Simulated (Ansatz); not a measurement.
Relaxed-ion elastic tensor of Sr (bcc (W type), space group No. 229) in GPa (Voigt order), PBEsol (plane waves, PAW; program Ansatz); density 2.86 g/cm³, 50.92 Å³ per atom.

```
14.6  11.3  11.3   0.0   0.0   0.0
11.3  14.6  11.3   0.0   0.0   0.0
11.3  11.3  14.6   0.0   0.0   0.0
 0.0   0.0   0.0  14.6   0.0   0.0
 0.0   0.0   0.0   0.0  14.6   0.0
 0.0   0.0   0.0   0.0   0.0  14.6
```

Task: Is the crystal mechanically stable?

Result: Yes: the smallest eigenvalue of C is 3.2 GPa.

Task: Work out the Voigt, Reuss and Hill averages.

Result: K_V = 12.4, K_R = 12.4, K_H = 12.4; G_V = 9.4, G_R = 3.5, G_H = 6.4 GPa.

Task: Give Young's modulus, Poisson's ratio, Pugh's ratio and the universal anisotropy index.

Result: E = 9KG/(3K + G) = 16.4 GPa; ν = 0.28; K/G = 1.93 (ductile by the Pugh limit of 1.75); A_U = 5G_V/G_R + K_V/K_R − 6 = 8.59.

Task: Estimate the sound speeds and the Debye temperature.

Result: v_l = √((K + 4G/3)/ρ) = 2710 m/s, v_t = √(G/ρ) = 1500 m/s, mean 1670 m/s; Θ = (h/k)(3n/4πV)^(1/3) v_m = 134 K.

Task: Give the Zener ratio and Young's modulus along [100], [110] and [111].

Result: A = 2C44/(C11 − C12) = 9.05; 1/E = S11 − 2(S11 − S12 − S44/2)Γ with Γ = 0, 1/4, 1/3 gives 4.6, 12.8, 31.4 GPa.

Space group Im-3m (bcc (W type)). This is a known high-temperature phase of the composition, computed here at zero pressure and temperature. Symmetry was held in the PBEsol relaxation; whether a distortion lowers the energy is not shown. As this level gives no gap, shear constants depend on the k-mesh and smearing (Fermi–Dirac, 0.1 eV here).

Potentials: the earlier of the program's two PAW sets.
